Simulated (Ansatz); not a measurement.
Pb: stiffness from a series of strains

```xyz
2
Lattice="3.4800 0.0000 0.0000 -1.7400 3.0138 0.0000 0.0000 0.0000 5.5900" Properties=species:S:1:pos:R:3 pbc="T T T"
Pb    0.0000    2.0092    1.3975
Pb    1.7400    1.0046    4.1925
```

Atom numbers follow the list: Pb1, Pb2.

The conventional cell has a = 3.480 Å, b = 3.480 Å, c = 5.590 Å, α = 90.00°, β = 90.00°, γ = 120.00°. Pb (atom 1) is surrounded by 12 Pb at 3.44 to 3.48 Å.

The cell is COD entry 1537623, as deposited and not checked against the literature; nothing was relaxed.

Spin–orbit coupling is left out, though it moves levels of the heavy atoms by tenths of an eV or more.

These are results of DFT, PBEsol, all-electron LAPW, scalar-relativistic (Ansatz 0.2.0), not measurements.

Sampling and basis: a Γ-centred 14×14×8 k mesh, Fermi–Dirac smearing of 0.08 eV, basis error target 0.5 meV/atom, no spin polarisation.

The strain is applied along the Cartesian axes of the cell as listed (γ is the engineering shear, twice εxy = εyz = εzx). Fractional coordinates are held (clamped ions).

σ is the change of stress from the unstrained cell, which is at 1.00 GPa; tension is positive, so slopes are stress–strain coefficients at that pressure. In a metal the k mesh adds noise.

Only quantities that a quadratic follows smoothly over the whole series are listed; rougher ones are left out.

```
      γ  σxy (GPa)  σyz (GPa)
-0.0200      -0.19      -0.25
 0.0000       0.00       0.00
 0.0100       0.09       0.12
 0.0200       0.19       0.23
```

Q: Fit the series and read off the stiffness at zero strain.

A: Least-squares fits y = p0 + p1 x + p2 x² to the rows give σxy (GPa): p1 = 9.46, p2 = 4.5; σyz (GPa): p1 = 12, p2 = -27.

Q: One run, at γ = -0.0100, is withheld. Predict its row.

A: The fits give -0.10, -0.12; the run gave -0.10, -0.13.
